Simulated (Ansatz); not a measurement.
Ga3Ni2:
```
CELL_PARAMETERS angstrom
      4.02183     0.00000     0.00000
     -2.01092     3.48301     0.00000
      0.00000     0.00000     4.84829
ATOMIC_POSITIONS crystal
  Ni 0.33333 0.66667 0.14199
  Ni 0.66667 0.33333 0.85801
  Ga 0.00000 0.00000 0.00000
  Ga 0.33333 0.66667 0.64061
  Ga 0.66667 0.33333 0.35939
```

Relaxed with r²SCAN.

### Question
Give the Bader charges and basin volumes of the independent atoms, plane-wave PAW r²SCAN (Ansatz code).

### Answer


```
atom  Bader charge (e)  Bader volume (Å³)
----  ----------------  -----------------
Ni1              -0.47               12.9
Ga3              +0.35               13.3
Ga4              +0.30               14.5
```

Space group P-3m1 (La2O3 or Ni2Al3 type). The workflow started from an entry of the Crystallography Open Database (COD). Its standing as an ambient phase is unchecked. The cell was relaxed with r²SCAN under the symmetry of its start; its stability against distortions is not shown here. The workflow began spin-polarised and lost its moments.

Potentials: the later of the program's two PAW sets.
